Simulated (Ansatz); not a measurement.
BN (zinc blende, F-43m), a = b = c = 3.605 Å, α = β = γ = 90.00°; the cell used has 2 atoms.

Relaxed with PBEsol. DFT-PBEsol in the program Ansatz with PAW potentials gives a gap of 4.29 eV.

Q: What gap does HSE06 give on the same cell (Ansatz, PAW)?

A: 5.79 eV, 1.50 eV more. The hybrid was solved on a coarser mesh and at special points; the gap given is the minimum over both.

```json
[
 {"k": "Γ", "v1 PBEsol": "0.00", "c1 PBEsol": "8.80", "v1 HSE06": "…", "c1 HSE06": "…"},
 {"k": "X", "v1 PBEsol": "-4.98", "c1 PBEsol": "4.29", "v1 HSE06": "-5.35", "c1 HSE06": "5.79"},
 {"k": "L", "v1 PBEsol": "-1.97", "c1 PBEsol": "10.19", "v1 HSE06": "…", "c1 HSE06": "…"},
 {"k": "W", "v1 PBEsol": "-6.64", "c1 PBEsol": "9.48", "v1 HSE06": "…", "c1 HSE06": "…"},
 {"k": "K", "v1 PBEsol": "-4.14", "c1 PBEsol": "6.78", "v1 HSE06": "…", "c1 HSE06": "…"}
]
```

Q: Top valence (v1) and lowest conduction level (c1) in eV from each method's valence maximum (which need not be a listed point): supply the withheld HSE06 values.

A: 
- L, v1 HSE06: -2.12
- L, c1 HSE06: 11.95
- K, v1 HSE06: -4.45
- K, c1 HSE06: 8.40
- W, v1 HSE06: -7.04
- W, c1 HSE06: 11.28
- Γ, v1 HSE06: 0.00
- Γ, c1 HSE06: 10.61

Cost on shared cores: the PBEsol run (SCF on a 13×13×13 mesh, then bands and DOS) about 4 core-seconds (a rough figure), the HSE06 run (SCF on 10×10×10, then a few points) very roughly 40 core-seconds; the tasks are unlike.

The PBEsol relaxation kept the symmetry of its start.

Potentials: the earlier of the program's two PAW sets. The files were generated under PBE; for other functionals the program regenerates the frozen cores, and for LDA and PBEsol the local potential too.
